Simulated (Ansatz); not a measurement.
MoPt (L1₀ or tetragonal B2, space group No. 123) at seven volumes, plane-wave PAW PBE (Ansatz code), shape and atoms relaxed at each. One row is withheld.

```json
[
 {"V (Å³/atom)": "14.022", "P (GPa)": "32.09"},
 {"V (Å³/atom)": "14.484", "P (GPa)": "19.48"},
 {"V (Å³/atom)": "14.947", "P (GPa)": "8.89"},
 {"V (Å³/atom)": "15.409", "P (GPa)": "-0.01"},
 {"V (Å³/atom)": "15.871", "P (GPa)": "-7.47"},
 {"V (Å³/atom)": "16.333", "P (GPa)": "?"},
 {"V (Å³/atom)": "16.796", "P (GPa)": "-18.95"}
]
```

### Question
Fit the shown pressures and predict the withheld one.

### Answer
P = (3/2)B₀(x^(7/2) − x^(5/2))[1 + (3/4)(B′ − 4)(x − 1)] with x = (V₀/V)^(2/3). Least squares on the six rows gives V₀ = 15.409 Å³/atom, B₀ = 271 GPa, B′ = 4.83. At V = 16.333, x = 0.9619 and P = -13.71 GPa. The run itself gave -13.72 GPa.

Space group P4/mmm (L1₀ or tetragonal B2). The start of the workflow was typed in or built on a structure type; neither database checked (COD, Materials Project) lists it. Whether it is the stable phase at ambient conditions was not checked. The cell was relaxed with PBE under the symmetry of its start; whether a distortion lowers the energy is not shown. The run is not spin-polarised. Scalar-relativistic: spin–orbit coupling is off unless named, which matters more the heavier the elements.

Potentials: the earlier of the program's two PAW sets.
